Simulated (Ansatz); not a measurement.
Does relaxation matter for the field gradients of SnI₄O₁₂?

Start: a refined structure from the COD, taken as it stands.

```cif
data_SnI4O12
_symmetry_space_group_name_H-M 'P-1'
_symmetry_Int_Tables_number 2
_cell_length_a 5.0576
_cell_length_b 6.2808
_cell_length_c 8.3865
_cell_angle_alpha 87.680
_cell_angle_beta 88.647
_cell_angle_gamma 89.031
loop_
_atom_site_label
_atom_site_type_symbol
_atom_site_symmetry_multiplicity
_atom_site_Wyckoff_symbol
_atom_site_fract_x
_atom_site_fract_y
_atom_site_fract_z
Sn Sn 1 b 0.0000 0.0000 0.5000
I2 I 2 i 0.5055 0.7720 0.2463
I4 I 2 i 0.9787 0.7048 0.8461
O6 O 2 i 0.7720 0.9500 0.3070
O8 O 2 i 0.2930 0.7940 0.4240
O10 O 2 i 0.8520 0.7580 0.6430
O12 O 2 i 0.8290 0.4480 0.8720
O14 O 2 i 0.6620 0.5250 0.2980
O16 O 2 i 0.7370 0.8650 0.9480
```

One atom of each set is listed.

Method: Kohn–Sham DFT in Ansatz, PBE, plane waves and PAW, scalar-relativistic, 420 eV cutoff, Γ-centred 5×4×3 k-points, Fermi–Dirac smearing 0.02 eV.

The largest force at the start is 1.6 eV/Å. Relaxing the ions at fixed cell moves them by 0.137 Å at most (atom 12, O) and 0.084 Å rms.

```csv
site,moved (Å),first shell before,first shell after,V_zz before (10²¹ V/m²),η before
Sn,0.000,6 O at 2.04–2.06 Å,6 O at 2.08–2.09 Å,-6.14,0.41
I2,0.080,3 O at 1.77–1.86 Å,3 O at 1.79–1.91 Å,-55.8,0.49
I4,0.040,3 O at 1.79–1.85 Å,3 O at 1.83–1.89 Å,-53.6,0.24
O6,0.117,"1 I at 1.86 Å, 1 Sn at 2.05 Å, angle 140°","1 I at 1.91 Å, 1 Sn at 2.08 Å, angle 136°",12.95,0.45
O8,0.053,"1 I at 1.83 Å, 1 Sn at 2.06 Å, angle 136°","1 I at 1.86 Å, 1 Sn at 2.09 Å, angle 134°",14.18,0.31
O10,0.100,"1 I at 1.85 Å, 1 Sn at 2.04 Å, angle 121°","1 I at 1.89 Å, 1 Sn at 2.08 Å, angle 117°",13.48,0.56
O12,0.137,1 I at 1.80 Å,1 I at 1.86 Å,14.04,0.35
O14,0.070,1 I at 1.77 Å,1 I at 1.79 Å,15.00,0.24
O16,0.039,1 I at 1.79 Å,1 I at 1.83 Å,12.49,0.34
```

(1) How do the gradients change?

Results:

(1) 

| site | V_zz after | η after | change of V_zz |
| --- | --- | --- | --- |
| Sn | -5.51 | 0.51 | +0.63 |
| I2 | -51.8 | 0.49 | +3.96 |
| I4 | -50.2 | 0.19 | +3.35 |
| O6 | 12.92 | 0.58 | -0.03 |
| O8 | 14.47 | 0.37 | +0.29 |
| O10 | 13.96 | 0.62 | +0.48 |
| O12 | 14.71 | 0.45 | +0.67 |
| O14 | 15.49 | 0.23 | +0.49 |
| O16 | 13.13 | 0.30 | +0.64 |

The largest change of V_zz is on I2, from -55.8 to -51.8. In per cent, |V_zz| changes by -10 on Sn, -7 to -6 on I, 0 to +5 on O (all sites that start above 0.5).

Without spin–orbit coupling the gradients at and beside I can be off by some per cent, at some sites by more.
